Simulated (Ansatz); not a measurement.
**BaTiO3 at a changed volume — field gradients at the nuclei**

The cell is a structure deposited in the COD, relaxed with PBE at fixed cell and then changed (volume scaled by 0.96, ions relaxed).

```cif
data_structure
_symmetry_space_group_name_H-M 'P 1'
_symmetry_Int_Tables_number 1
_cell_length_a 3.9457
_cell_length_b 3.9457
_cell_length_c 3.9637
_cell_angle_alpha 90.000
_cell_angle_beta 90.000
_cell_angle_gamma 90.000
_cell_volume 61.71
loop_
_atom_site_label
_atom_site_type_symbol
_atom_site_fract_x
_atom_site_fract_y
_atom_site_fract_z
_atom_site_occupancy
Ba1 Ba 0.00000 0.00000 0.00034 1
Ti2 Ti 0.50000 0.50000 0.48972 1
O3 O 0.50000 0.50000 0.01552 1
O4 O 0.50000 0.00000 0.51121 1
O5 O 0.00000 0.50000 0.51121 1
```

Sites (sets of like atoms) are named by element and the number of their first atom in this list.

Computed with Ansatz: DFT, PBE, plane waves and PAW, scalar-relativistic, 420 eV cutoff, Γ-centred 8×8×8 k-points, Fermi–Dirac smearing 0.02 eV.

Conventions: |V_zz| ≥ |V_yy| ≥ |V_xx|, η = (V_xx − V_yy)/V_zz, C_Q = eQV_zz/h.

135Ba: I = 3/2, Q = 153.0 mb; ⁴⁹Ti: I = 7/2, Q = 247.0 mb; 17O: I = 5/2, Q = -25.58 mb. Quadrupole moments are those of Pyykkö's year-2017 table.

```
site  atoms (order as listed)                                           first shell  V_xx, V_yy, V_zz (10²¹ V/m²)     η  C_Q (MHz)
  Ba                        1                                   12 O at 2.77–2.83 Å             0.13, 0.13, -0.26  0.00     -0.962
  Ti                        2                                    6 O at 1.88–2.08 Å          -0.096, -0.096, 0.19  0.00       1.14
  O3                        3  2 Ti at 1.88–2.08 Å, angle 180°; also 4 Ba at 2.79 Å            -0.92, -0.92, 1.83  0.00      -1.13
  O4                     4, 5  2 Ti at 1.97 Å, angle 175°; also 4 Ba at 2.77–2.83 Å            -1.16, -1.16, 2.32  0.00      -1.44
```

An axis of threefold or higher order runs through Ba, Ti and O3, so V_zz lies along it and η is zero. At O4 V_zz points along the line of its two bonds (within 1°).

Without spin–orbit coupling (the program notes it for Ba) the gradients are little affected as a rule: paired runs on crystals with a gap mostly move them by under 2 % at such atoms. At this changed cell the PBE pressure is 10 GPa.

The relaxation (5 steps) took 42 s of wall time (42 s of CPU time) and 0.57 GiB at its peak, on 1 thread of Intel Xeon Platinum 8488C (Sapphire Rapids) (x86_64; 16 cores open to the job, memory cap 3.0 GiB, no GPU), a shared host with a load of 0.4 a core.
